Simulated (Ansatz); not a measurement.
Geometry optimisation in Ansatz: input, command and trajectory.

```yaml
crystal:
  lattice:
    - [4.3359963735, 0.0, 0.0]
    - [0.0, 4.3359963735, 0.0]
    - [0.0, 0.0, 4.3903321677]
  atoms:
    - { symbol: Mg, position: [0.0, 0.0, 0.0] }
    - { symbol: Pd, position: [0.5, 0.5, 0.515] }
    - { symbol: S, position: [0.5, 0.5, 0.975] }
    - { symbol: S, position: [0.0, 0.5, 0.485] }
    - { symbol: S, position: [0.5, 0.0, 0.485] }
basis:
  ecutwfc: 420
kpoints:
  mp_grid: { grid: [4, 4, 4] }
hamiltonian:
  xc: pbe
scf:
  occupations: { method: gaussian, width: 0.1 }
  lower_state_search: "off"
output:
  forces: true
  stress: true
  eigenvalues: true
relax:
  adjacent_minimum: "off"
  f_tol: 0.04
  max_steps: 70
  cell: { stress_tol: 0.4 }
```

```bash
ansatz run input.yaml --threads 1 --pin off --max-ram 2560MiB --backend cpu --events-out ev --progress --plain --runs-dir out
```

These are results of DFT PBE, scalar-relativistic, plane waves, PAW (Ansatz 0.2.0), not measurements.

Of 10 frames 10 are shown, positions in Å and forces in eV/Å; the SCF threshold varies from step to step. Steps run on the plane waves of an earlier cell, with a Pulay correction in the pressure. The basis is chosen afresh for the last frame, the zero of the energies, and at times for earlier ones too; energy and pressure can step there, also at an unchanged geometry. Here that happened at step 10 (-4 meV/atom, 0.4 GPa); frames between the last choice of the basis and such a step carry an error that grows, as the cell changes, to that size.

```xyz
5
Lattice="4.3360 0.0000 0.0000 0.0000 4.3360 0.0000 0.0000 0.0000 4.3903" Properties=species:S:1:pos:R:3:forces:R:3 pbc="T T T" step=1 free_energy_over_end_meV_per_atom=744.12 pressure_GPa=33.17
Mg    0.0000    0.0000    0.0000    0.0000    0.0000    0.2600
Pd    2.1680    2.1680    2.2610    0.0000    0.0000   -4.1399
S     2.1680    2.1680    4.2806    0.0000    0.0000    4.9901
S     0.0000    2.1680    2.1293    0.0000    0.0000   -0.5551
S     2.1680    0.0000    2.1293    0.0000    0.0000   -0.5551
5
Lattice="4.5235 0.0000 0.0000 0.0000 4.5235 0.0000 0.0000 0.0000 4.6054" Properties=species:S:1:pos:R:3:forces:R:3 pbc="T T T" step=2 free_energy_over_end_meV_per_atom=380.43 pressure_GPa=10.04
Mg    0.0000    0.0000    0.0214    0.0000    0.0000    0.3655
Pd    2.2617    2.2617    2.3310    0.0000    0.0000   -0.4597
S     2.2617    2.2617    4.5756    0.0000    0.0000    1.0366
S     0.0000    2.2617    2.2007    0.0000    0.0000   -0.4711
S     2.2617    0.0000    2.2007    0.0000    0.0000   -0.4711
5
Lattice="4.6228 0.0000 0.0000 0.0000 4.6228 0.0000 0.0000 0.0000 4.6991" Properties=species:S:1:pos:R:3:forces:R:3 pbc="T T T" step=3 free_energy_over_end_meV_per_atom=302.60 pressure_GPa=3.02
Mg    0.0000    0.0000    0.1035    0.0000    0.0000    0.7229
Pd    2.3114    2.3114    2.3841    0.0000    0.0000    0.3750
S     2.3114    2.3114    4.7141    0.0000    0.0000    0.1910
S     0.0000    2.3114    2.1791    0.0000    0.0000   -0.6444
S     2.3114    0.0000    2.1791    0.0000    0.0000   -0.6444
5
Lattice="4.6781 0.0000 0.0000 0.0000 4.6781 0.0000 0.0000 0.0000 4.7682" Properties=species:S:1:pos:R:3:forces:R:3 pbc="T T T" step=4 free_energy_over_end_meV_per_atom=201.79 pressure_GPa=-0.46
Mg    0.0000    0.0000    0.3172    0.0000    0.0000    1.3052
Pd    2.3391    2.3391    2.4631    0.0000    0.0000    0.7685
S     2.3391    2.3391    4.8505    0.0000    0.0000   -0.5080
S     0.0000    2.3391    2.0496    0.0000    0.0000   -0.7829
S     2.3391    0.0000    2.0496    0.0000    0.0000   -0.7829
5
Lattice="4.7055 0.0000 0.0000 0.0000 4.7055 0.0000 0.0000 0.0000 4.8103" Properties=species:S:1:pos:R:3:forces:R:3 pbc="T T T" step=5 free_energy_over_end_meV_per_atom=113.91 pressure_GPa=-1.34
Mg    0.0000    0.0000    0.5337    0.0000    0.0000    1.2274
Pd    2.3528    2.3528    2.4936    0.0000    0.0000    0.8881
S     2.3528    2.3528    4.9051    0.0000    0.0000   -0.8364
S     0.0000    2.3528    1.9504    0.0000    0.0000   -0.6396
S     2.3528    0.0000    1.9504    0.0000    0.0000   -0.6396
5
Lattice="4.7036 0.0000 0.0000 0.0000 4.7036 0.0000 0.0000 0.0000 4.8204" Properties=species:S:1:pos:R:3:forces:R:3 pbc="T T T" step=6 free_energy_over_end_meV_per_atom=45.65 pressure_GPa=-0.11
Mg    0.0000    0.0000    0.7486    0.0000    0.0000    0.7876
Pd    2.3518    2.3518    2.5010    0.0000    0.0000    0.7295
S     2.3518    2.3518    4.8880    0.0000    0.0000   -0.6950
S     0.0000    2.3518    1.8603    0.0000    0.0000   -0.4111
S     2.3518    0.0000    1.8603    0.0000    0.0000   -0.4111
5
Lattice="4.7868 0.0000 0.0000 0.0000 4.7868 0.0000 0.0000 0.0000 4.7415" Properties=species:S:1:pos:R:3:forces:R:3 pbc="T T T" step=7 free_energy_over_end_meV_per_atom=13.47 pressure_GPa=0.12
Mg    0.0000    0.0000    0.9524    0.0000    0.0000    0.2799
Pd    2.3934    2.3934    2.4217    0.0000    0.0000    0.6196
S     2.3934    2.3934    4.7575    0.0000    0.0000   -0.5190
S     0.0000    2.3934    1.7662    0.0000    0.0000   -0.1904
S     2.3934    0.0000    1.7662    0.0000    0.0000   -0.1904
5
Lattice="4.7964 0.0000 0.0000 0.0000 4.7964 0.0000 0.0000 0.0000 4.7461" Properties=species:S:1:pos:R:3:forces:R:3 pbc="T T T" step=8 free_energy_over_end_meV_per_atom=5.53 pressure_GPa=0.18
Mg    0.0000    0.0000    1.0428    0.0000    0.0000    0.0528
Pd    2.3982    2.3982    2.4617    0.0000    0.0000    0.2367
S     2.3982    2.3982    4.7692    0.0000    0.0000   -0.3169
S     0.0000    2.3982    1.7009    0.0000    0.0000    0.0136
S     2.3982    0.0000    1.7009    0.0000    0.0000    0.0136
5
Lattice="4.8211 0.0000 0.0000 0.0000 4.8211 0.0000 0.0000 0.0000 4.7396" Properties=species:S:1:pos:R:3:forces:R:3 pbc="T T T" step=9 free_energy_over_end_meV_per_atom=4.31 pressure_GPa=-0.20
Mg    0.0000    0.0000    1.0878    0.0000    0.0000    0.0268
Pd    2.4106    2.4106    2.4480    0.0000    0.0000    0.0089
S     2.4106    2.4106    4.7303    0.0000    0.0000   -0.0335
S     0.0000    2.4106    1.6967    0.0000    0.0000   -0.0010
S     2.4106    0.0000    1.6967    0.0000    0.0000   -0.0010
5
Lattice="4.8211 0.0000 0.0000 0.0000 4.8211 0.0000 0.0000 0.0000 4.7396" Properties=species:S:1:pos:R:3:forces:R:3 pbc="T T T" step=10 free_energy_over_end_meV_per_atom=0.00 pressure_GPa=0.21
Mg    0.0000    0.0000    1.0878    0.0000    0.0000    0.0268
Pd    2.4106    2.4106    2.4480    0.0000    0.0000    0.0135
S     2.4106    2.4106    4.7303    0.0000    0.0000   -0.0372
S     0.0000    2.4106    1.6967    0.0000    0.0000   -0.0015
S     2.4106    0.0000    1.6967    0.0000    0.0000   -0.0015
```

The start puts this composition into another compound's structure type, which needn't suit it. The cell swells from 16.5 to 22.0 Å³ an atom, so the end can be far from any stable crystal. At the end the space group is P4mm (tolerance 0.05 Å).

Time: 41 s on 1 thread of Arm Neoverse V2 (shared host), peak memory 0.36 GiB.

The k mesh is coarse. Spin polarisation was left out, and a magnetic state may lie lower.